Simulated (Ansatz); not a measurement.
Space group Pm-3m (No. 221). a = 3.787 Å, b = 3.787 Å, c = 3.787 Å, α = 90.00°, β = 90.00°, γ = 90.00°
```csv
atom,site,symmetry,x,y,z
Sr,1a,m-3m,0.0000,0.0000,0.0000
Fe,1b,m-3m,0.5000,0.5000,0.5000
O,3c,4/mm.m,0.0000,0.5000,0.5000
```

Equation of state of this SrFeO3 structure (not necessarily the ground state), with shape and atoms relaxed at each volume where symmetry leaves them free. It has no gap at any of these volumes. Level of theory: DFT PBEsol, scalar-relativistic, plane waves, PAW (Ansatz 0.2.0).

Cutoff 420 eV; k points 10×10×10 on the computed 5-atom cell (Γ-centred); Gaussian smearing, width 0.10 eV; collinear spin.

| V (Å³/atom) | E − E(largest V) (meV/atom) | P (GPa) |
| --- | --- | --- |
| 9.556 | 52.50 | 26.94 |
| 9.882 | 6.15 | 18.92 |
| 10.208 | -26.38 | 12.53 |
| 10.534 | -45.27 | 5.83 |
| 10.860 | -51.21 | -0.01 |
| 11.185 | -46.02 | -5.00 |
| 11.511 | -31.43 | -9.19 |
| 11.945 | 0.00 | -13.74 |

Task: Fit a third-order Birch–Murnaghan equation to E(V).

Result: V0 = 10.88 Å³/atom, B0 = 176 GPa, B0' = 2.9.

The cell holds one magnetic atom, so it can only be ferromagnetic; an antiferromagnetic order may lie lower.

Symmetry holds off the tilts and polar distortions that many cubic perovskites undergo.